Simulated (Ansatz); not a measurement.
**Sr₃Al₂As₂: reading a single point**

```
Al As Sr
1.0
     0.00000    0.00000    4.86213
     4.39106    0.00000    0.00000
     2.19553    9.73360   -2.43106
Al As Sr
2 2 3
Direct
  0.35840 0.64160 0.71680
  0.64160 0.35840 0.28320
  0.43510 0.06490 0.87020
  0.56490 0.93510 0.12980
  0.00000 0.50000 0.00000
  0.18320 0.81680 0.36640
  0.81680 0.18320 0.63360
```

Single point in Ansatz 0.2.0 with PBE, no spin polarisation. Cutoff 420 eV, PAW datasets, 7×7×7 Γ-centred k mesh, fermi-dirac filling (width 0.1 eV).

- Contacts: As–As at 2.53 Å: least valence density 0.44 e/Å³ and ELF 0.57 there. Sr–As at 3.35 Å: least valence density 0.10 e/Å³ and ELF 0.10 there. Sr–Al at 3.37 Å: least valence density 0.10 e/Å³ and ELF 0.14 there. Al–As at 2.66 Å is left out, since its least density falls inside a PAW sphere. Both are smooth PAW fields, read partly inside the augmentation spheres.
- Formation energy: -0.51 eV an atom against the elements' usual phases (free molecules for gases, crystals otherwise, with no correction for O₂ or N₂), so it is bound against them; other compounds may still compete. Relaxing would lower it.
- Forces: The largest is on As3 (and as large on other atoms): 1.02 eV/Å, components (0.00, -1.02, 0.00). It makes 180° with the line to a nearest neighbour, As4 at 2.53 Å, pointing away from it.
- Electronic structure: It is a metal, with about 3.8 states/eV a cell as the mean within 0.25 eV of the Fermi level.
- Stress: The pressure is -0.5 GPa (compression positive), so with the atoms held at these fractions the cell would first shrink; the forces are large, so a full relaxation may end otherwise. The principal stresses -1.6, -1.2, 1.2 GPa differ, so its shape would change too.

Origin: a known structure type with other elements, at an estimated volume, so it need not be a known compound.
